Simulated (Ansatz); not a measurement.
Cu Kα1 powder pattern (kinematic, no thermal factors).
2θ (°) (relative intensity): 19.64 (1), 21.15 (2), 23.45 (100), 35.57 (2), 38.76 (51), 38.78 (27), 41.47 (2), 45.78 (15), 45.82 (33), 55.94 (4), 56.01 (9), 58.07 (1), 61.52 (12), 61.55 (7), 65.81 (1), 70.15 (7), 70.20 (17), 75.08 (3), 75.14 (3), 75.17 (7), 83.16 (5), 83.22 (3), 87.88 (4), 87.94 (5), 87.97 (5), 89.61 (1)

The pattern is computed from a structure relaxed with DFT PBE, scalar-relativistic, plane waves, PAW in Ansatz 0.2.0. No spin polarisation. Its elements are Al, In, Sb.

Problem. Give the structure.

Solution. AlIn₅Sb₆.
Space group P-4m2 (No. 115). a = 4.640 Å, b = 4.640 Å, c = 19.709 Å, α = 90.00°, β = 90.00°, γ = 90.00°
```csv
atom,site,symmetry,x,y,z
Al,1a,-4m2,0.0000,0.0000,0.0000
In,2e,2mm.,0.0000,0.0000,0.6702
In,2f,2mm.,0.5000,0.5000,0.8402
In,1c,-4m2,0.5000,0.5000,0.5000
Sb,2g,2mm.,0.5000,0.0000,0.9259
Sb,2g,2mm.,0.5000,0.0000,0.2448
Sb,2g,2mm.,0.0000,0.5000,0.4149
```

A pattern alone doesn't exclude other cells with like lines; this is the one computed.

It was reached by relaxing an invented guess, and it needn't be the stable form of this composition.
